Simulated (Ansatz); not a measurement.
Level of theory: Ansatz 0.2.0, DFT, LDA (PW92), plane waves (420 eV) with PAW, scalar-relativistic. The PAW files were generated under PBE, with cores re-solved for the functional.

An element in the omega (AlB2-type) structure gives this curve. The cell is scaled uniformly from the relaxed one, with fractional coordinates and shape fixed. Energies are extrapolated to zero smearing, pressures are those at the given smearing. Magnetic state: non-magnetic.

| V (Å³/atom) | E − E₀ (meV/atom) | P (GPa) |
| --- | --- | --- |
| 8.891 | 183.3 | 54.48 |
| 9.296 | 75.1 | 32.31 |
| 9.700 | 17.2 | 14.41 |
| 10.104 | 0.0 | -0.04 |
| 10.508 | 15.6 | -11.72 |
| 10.912 | 57.7 | -21.14 |
| 11.316 | 121.2 | -28.73 |

(1) Which element is it?
A. manganese
B. chromium
C. copper
D. ruthenium

## Answers

(1) A. Its fit is V₀ = 10.10 Å³/atom, B₀ = 324 GPa, B₀′ = 4.3.
